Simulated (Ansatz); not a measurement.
The relaxed structure here is a generated cell of Ru: the first start was made by placing the elements on the sites of a structure type, and the end was not matched to a known phase here, so it may be hypothetical. Known forms of Ru include space group No. 194.

One starting cell of Ru (a generated cell, Ru built in the diamond structure type) was relaxed twice with Ansatz (plane waves, PAW, scalar-relativistic): with r2SCAN at 500 eV and with PBE at 420 eV. The r2SCAN result:

```cif
data_Ru2
_chemical_formula_sum 'Ru2'
_space_group_name_H-M_alt 'P 1'
_space_group_IT_number 1
_cell_length_a 3.82788
_cell_length_b 3.82788
_cell_length_c 3.82788
_cell_angle_alpha 60.000
_cell_angle_beta 60.000
_cell_angle_gamma 60.000
loop_
_space_group_symop_operation_xyz
  'x, y, z'
loop_
_atom_site_label
_atom_site_type_symbol
_atom_site_fract_x
_atom_site_fract_y
_atom_site_fract_z
_atom_site_occupancy
Ru1 Ru 0.75000 0.75000 0.75000 1
Ru2 Ru 0.50000 0.50000 0.50000 1
```

```json
[
 {"quantity": "space group", "r2SCAN": "Fd-3m", "PBE": "Fd-3m"},
 {"quantity": "volume (Å³/atom)", "r2SCAN": "19.83", "PBE": "…"},
 {"quantity": "a (Å)", "r2SCAN": "5.413", "PBE": "…"},
 {"quantity": "gap (eV, no spin-orbit coupling)", "r2SCAN": "0.00", "PBE": "…"}
]
```

Task: What does PBE give for the same quantities?

Result: 
- volume (Å³/atom), PBE: 20.29
- a (Å), PBE: 5.455
- gap (eV, no spin-orbit coupling), PBE: 0.00

Both levels end in the same structure; PBE's volume is 2.3 % larger. Neither column is exact.

No spin polarisation in the result.

The run could not lose the symmetry of its start, so the end can be a saddle point.

All atoms sit on sites fixed by symmetry, so only the cell could relax.

Ansatz is an electronic-structure program.
